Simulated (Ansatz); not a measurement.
Data:

NbSi2:
Space group P6₂22 (No. 180); a = b = 4.796 Å, c = 6.578 Å, α = β = 90.00°, γ = 120.00°

```
atom  site  symmetry       x       y       z
----  ----  --------  ------  ------  ------
Nb      3c       222  0.5000  0.0000  0.0000
Si      6i       ..2  0.1583  0.3166  0.0000
```

This is the r²SCAN-relaxed structure.

Problem. All from r²SCAN (plane waves, PAW; program Ansatz), unless another level is named. Give the electronic character.

Solution. metallic (no gap).

Problem. And the formation energy from the elements (no fitted shifts)?

Solution. -0.54 eV/atom.

Problem. Predict the density of states at the Fermi level.

Solution. 0.35 states/eV per atom (mean over ±0.08 eV).

Problem. Predict the gap with spin–orbit coupling.

Solution. none (metallic).

Space group P6_222. The r²SCAN relaxation kept the symmetry of its start. No spin polarisation was allowed. The references are the lowest solids computed at this level, not always the standard phases. Spin–orbit coupling is left out wherever it is not named.

Potentials: the later of the program's two PAW sets.
